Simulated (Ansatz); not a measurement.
**ZrOs under strong compression**

```xyz
2
Lattice="3.2630 0.0000 0.0000 0.0000 3.2630 0.0000 0.0000 0.0000 3.2630" Properties=species:S:1:pos:R:3 pbc="T T T"
Zr    1.6315    1.6315    1.6315
Os    0.0000    0.0000    0.0000
```

The base volume is that of a database entry, so it needn't be at zero pressure; the structure needn't be the stable phase, at rest or compressed.

Its volume is scaled at fixed shape and fractional positions.

Computed with Ansatz 0.2.0; functional LDA, scalar-relativistic. Settings: a Γ-centred 11×11×11 k mesh, Fermi–Dirac smearing of 0.05 eV, no spin polarisation. Methods: LAPW: all electrons, basis error target 1 meV/atom; PAW: frozen-core files, cutoff 420 eV.

Energies are extrapolated to zero smearing and count from the unscaled cell; pressure is positive in compression; gaps take the mesh and a band path. No temperature or zero-point motion is included.

Spin–orbit coupling is left out, which matters for the heavy atoms. The PAW files were made under PBE.

| V/V0 | V (Å³/atom) | P LAPW (GPa) | ΔE LAPW (eV/atom) | P PAW − LAPW (GPa) | ΔE PAW − LAPW (meV/atom) |
| --- | --- | --- | --- | --- | --- |
| 1.00 | 17.37 | ? | 0.000 | -0.02 | 0.0 |
| 0.60 | 10.42 | 293.2 | 3.897 | 0.64 | 5.4 |
| 0.55 | 9.55 | 412.3 | 5.788 | 1.02 | 9.9 |
| 0.45 | 7.82 | 827.3 | ? | 2.26 | 27.5 |

(1) Fill in "ΔE LAPW (eV/atom)" for the row "0.45".

(2) What belongs in the row "1.00", column "P LAPW (GPa)"?

(3) From the table, what is the rise of the enthalpy H = E + pV up to the last row, and how stiff is the crystal between the last two rows?

(4) How do the Löwdin populations by LAPW change from the unscaled cell to the last row?

Answers

(1) 12.238.

(2) -7.44.

(3) ΔH = 12.238 eV + (827.3 GPa × 7.82 Å³ + 7.44 GPa × 17.37 Å³) × 0.006242 eV/(GPa·Å³) = 53.41 eV/atom, of which pV makes 77 %. The mean bulk modulus there is −ΔP/Δln V = 2070 GPa.

(4) Zr 4s 1.96 → 1.83, Zr 5s 0.80 → 0.45, Zr 4p 5.99 → 5.81, Zr 4d 3.13 → 4.32, Os 5s 1.96 → 1.85, Os 6s 0.91 → 0.58, Os 5p 5.98 → 5.89, Os 5d 7.08 → 7.16 electrons an atom. These are projections on the shells that the free atoms fill; 0.20 e a cell lies outside them at the start and 0.16 e at the end.
